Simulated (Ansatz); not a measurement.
**TaRu: two-dimensional strain map**

The calculation used DFT PBEsol, scalar-relativistic, plane waves, PAW in Ansatz 0.2.0. Cutoff 420 eV, Γ-centred 18×18×12 k-points, Gaussian smearing of 0.15 eV. Spin–orbit coupling is left out, which can shift energies with elements as heavy as these. No spin polarisation. Energies are free energies at this smearing, counted from the undisturbed cell; pressure is positive in compression.

The starting cell (as given, not relaxed at this level; it stands at -8.7 GPa, and it needn't be the usual structure):

```
CELL_PARAMETERS angstrom
1.65412 -2.34161 0.00000
1.65412 2.34161 0.00000
0.00000 0.00000 4.16242
ATOMIC_POSITIONS crystal
Ta 0.50000 0.50000 0.50000
Ru 0.00000 0.00000 0.00000
```

The cell is strained by p along both x and y and by q along z, fractional coordinates fixed. Points are written (p, q). At -9 GPa the given cell is far from its own equilibrium, so these figures belong to a strongly strained crystal.

Energy above the undisturbed cell in meV/atom (a dash: not computed):

| p \ q | -0.080 | -0.040 | 0.000 | 0.040 | 0.080 |
| --- | --- | --- | --- | --- | --- |
| -0.080 | 677.6 | 396.1 | ? | 139.3 | 124.6 |
| -0.040 | 252.5 | – | 10.8 | – | – |
| 0.000 | 63.0 | – | 0.0 | – | ? |
| 0.080 | 159.0 | – | ? | – | 721.5 |

(1) Fill in the withheld energies.

Results:

(1) (-0.080, 0.000): 223.3; (0.000, 0.080): 169.0; (0.080, 0.000): 367.2.